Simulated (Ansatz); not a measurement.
## BaIn4Ir: reading a single point

```yaml
crystal:
  lattice:
    - [8.59772, 0.00000, 0.00000]
    - [0.00000, 4.37328, 0.00000]
    - [0.00000, 0.00000, 7.86589]
  atoms:
    - { symbol: Ba, position: [0.25000, 0.00000, 0.60801] }
    - { symbol: Ba, position: [0.75000, 0.00000, 0.39199] }
    - { symbol: Ir, position: [0.25000, 0.00000, 0.18371] }
    - { symbol: Ir, position: [0.75000, 0.00000, 0.81629] }
    - { symbol: In, position: [0.06853, 0.50000, 0.29910] }
    - { symbol: In, position: [0.43147, 0.50000, 0.29910] }
    - { symbol: In, position: [0.56853, 0.50000, 0.70090] }
    - { symbol: In, position: [0.93147, 0.50000, 0.70090] }
    - { symbol: In, position: [0.25000, 0.50000, 0.94534] }
    - { symbol: In, position: [0.75000, 0.50000, 0.05466] }
    - { symbol: In, position: [0.00000, 0.00000, 0.00000] }
    - { symbol: In, position: [0.50000, 0.00000, 0.00000] }
```

Method: r2SCAN, no spin polarisation; PAW, plane waves to 500 eV, 4×8×5 Γ-centred mesh, fermi-dirac occupations (width 0.0104 eV) (Ansatz 0.2.0), atoms fixed.

**Question.** How is the charge shared?

**Answer.** Bader charges in e: Ba +1.16, In -0.03 to +0.33, Ir -1.41. In the mean Ba gives up most and Ir takes most.

**Question.** Is there a gap?

**Answer.** It is a metal, with about 4.1 states/eV a cell as the mean within 0.25 eV of the Fermi level, mostly In p (65 %) and Ir d (17 %).

**Question.** Is the cell too large or too small?

**Answer.** The pressure is 2.7 GPa (compression positive), so with the atoms held at these fractions the cell would first expand.

**Question.** What is the formation energy?

**Answer.** -0.47 eV an atom against the elements' usual phases (free molecules for gases, crystals otherwise, with no correction for O₂ or N₂), so it is bound against them; other compounds may still compete. Relaxing would lower it.

Origin: a database entry at a rescaled volume.
